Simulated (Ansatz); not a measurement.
# Notes on YNb6Mo6

```
Y Nb Mo
1.0
     2.65869    4.60499    0.00000
    -2.65869    4.60499    0.00000
     0.00000    0.00000    8.78582
Y Nb Mo
1 6 6
Direct
  0.00000 0.00000 0.50000
  0.50000 0.50000 0.25074
  0.50000 0.00000 0.25074
  0.00000 0.50000 0.25074
  0.00000 0.50000 0.74926
  0.50000 0.00000 0.74926
  0.50000 0.50000 0.74926
  0.00000 0.00000 0.17046
  0.00000 0.00000 0.82954
  0.66670 0.66660 0.00000
  0.33340 0.33330 0.00000
  0.66670 0.66660 0.50000
  0.33340 0.33330 0.50000
```

Method: r2SCAN, no spin polarisation; PAW, plane waves to 500 eV, 7×7×4 Γ-centred mesh, fermi-dirac occupations (width 0.1 eV) (Ansatz 0.2.0), atoms fixed.

(1) Describe some of the short contacts.

(2) Give the Bader charges.

(3) Which atom feels the largest force, and which way?

(4) What does the stress say?

(5) Metal or insulator?

Origin: a known structure type with other elements, at an estimated volume, so it need not be a known compound. Caveats: atoms or cell far from equilibrium.

## Answers

(1) Nb–Nb at 2.66 Å: least valence density 0.38 e/Å³ and ELF 0.18 there. Nb–Mo at 2.67 Å: least valence density 0.40 e/Å³ and ELF 0.24 there. Y–Mo at 2.90 Å: least valence density 0.22 e/Å³ and ELF 0.12 there. These are pseudo-fields; inside the PAW spheres they differ from the all-electron ones.

(2) Bader charges in e: Y +1.49, Nb +0.20, Mo -0.76 to -0.25. In the mean Y gives up most and Mo takes most.

(3) The largest is on Mo8 (and as large on other atoms): 3.24 eV/Å, components (0.00, 0.00, -3.24). It makes 105° with the line to a nearest neighbour, Nb3 at 2.75 Å.

(4) The pressure is 24.4 GPa (compression positive), so with the atoms held at these fractions the cell would first expand; the forces are large, so a full relaxation may end otherwise. The principal stresses 18.3, 27.5, 27.5 GPa differ, so its shape would change too.

(5) It is a metal, with about 12 states/eV a cell as the mean within 0.25 eV of the Fermi level, mostly Mo d (47 %) and Nb d (35 %).
